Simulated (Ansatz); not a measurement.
## Zn2SiN2, before and after

The guess for Zn2SiN2 was made by a generator: random cell by space group and Wyckoff sites (P6/mmm, No. 191). Lengths were set from tabulated atomic sizes, so they are only a guess.

POSCAR.start

```
Zn Si N
1.0
     3.57980    0.00000    0.00000
    -1.78990    3.10020    0.00000
     0.00000    0.00000    7.14267
Zn Si N
2 1 2
Direct
  0.00000 0.00000 0.79246
  0.00000 0.00000 0.20754
  0.00000 0.00000 0.00000
  0.00000 0.00000 0.40528
  0.00000 0.00000 0.59472
```

Computed with DFT PBE, scalar-relativistic, plane waves, PAW (Ansatz 0.2.0). Cutoff 420 eV, Gaussian smearing, Γ-centred meshes. Cell and atoms relax first on a coarse mesh and then on a finer one. In between, the cell is made exact in the group found at 0.06 Å. In metals the finer mesh still leaves noise of several meV/atom or more. The steps can't lower the symmetry of their start. No spin polarisation in the relaxation; trial moments died out in a coarse test.

POSCAR.end

```
Zn Si N
1.0
     2.78778    0.00000    0.00000
    -1.39389    2.41429    0.00000
     0.00000    0.00000   14.78782
Zn Si N
2 1 2
Direct
  0.00000 0.00000 0.82535
  0.00000 0.00000 0.17465
  0.00000 0.00000 0.00000
  0.00000 0.00000 0.46281
  0.00000 0.00000 0.53719
```

The symmetry stays P6/mmm (No. 191). The volume per atom grows by 25.6 %, from 15.9 to 19.9 Å³. The shortest distance goes from 1.35 Å (N–N) to 1.10 Å (N–N). The ratio c/a of the conventional cell changes by a factor of 2.66. The energy falls by about 5.7 eV/atom (the start's value is from the coarse mesh).

```
Volume per atom                            : 19.9 Å³
Density                                    : 3.1 g/cm³
Formation energy                           : +0.34 eV/atom
Gap on the 18×18×4 mesh of the 5-atom cell : 0 eV (a metal)
```

Energies over the elements count from the elements' standard structures at the same level (N₂ as a molecule), with no fitted energy shifts. The separate elements lie lower, so it is unstable against them.

The last run used Gaussian smearing of 0.10 eV. No dispersion correction is applied, so the spacing and binding between layers, chains or molecules are poorly described. Symmetry constrained the relaxation, so the result can be a saddle point. In all, the 4 runs took 6 min on 1 thread of Arm Neoverse V2 (shared host). Another cell of Zn2SiN2 relaxed alike, in R-3m, lies 0.56 eV/atom lower, so this cell isn't the stable form at this level.
